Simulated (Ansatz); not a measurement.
**Ta (P6_3/mmc), axial (c/a) deformation path**

The calculation used DFT PBEsol, scalar-relativistic, plane waves, PAW in Ansatz 0.2.0. The runs took a 420 eV cutoff, a Γ-centred 21×21×10 mesh and Gaussian smearing (0.15 eV). Spin–orbit coupling is left out, which can shift energies with elements as heavy as these. No spin polarisation. Energies are free energies at this smearing, counted from the undisturbed cell; pressure is positive in compression.

Reference structure (as given, not relaxed at this level; it stands at -7.1 GPa; this form isn't the usual structure):

```xyz
2
Lattice="2.9004 0.0000 0.0000 -1.4502 2.5118 0.0000 0.0000 0.0000 5.1663" Properties=species:S:1:pos:R:3 pbc="T T T"
Ta    1.4502    0.8373    3.8747
Ta    0.0000    1.6745    1.2916
```

At fixed volume and fractional coordinates, lengths along (0.000, 0.000, 1.000) are scaled against those across it; ρ is that ratio over its starting value. The cell is metallic on the mesh throughout.

| ρ | ΔE (meV/atom) |
| --- | --- |
| 0.800 | 162.5 |
| 0.850 | 114.0 |
| 0.920 | 42.5 |
| 0.960 | 12.0 |
| 1.000 | 0.0 |
| 1.050 | 18.6 |
| 1.100 | 73.3 |
| 1.200 | 278.9 |
| 1.300 | 595.7 |

Problem. Predict the pressure (GPa) at each point.

Solution.
```
    ρ  pressure (GPa)
0.800            -5.5
0.850            -6.6
0.920            -7.3
0.960            -7.4
1.000            -7.1
1.050            -6.1
1.100            -4.5
1.200             0.6
1.300             9.0
```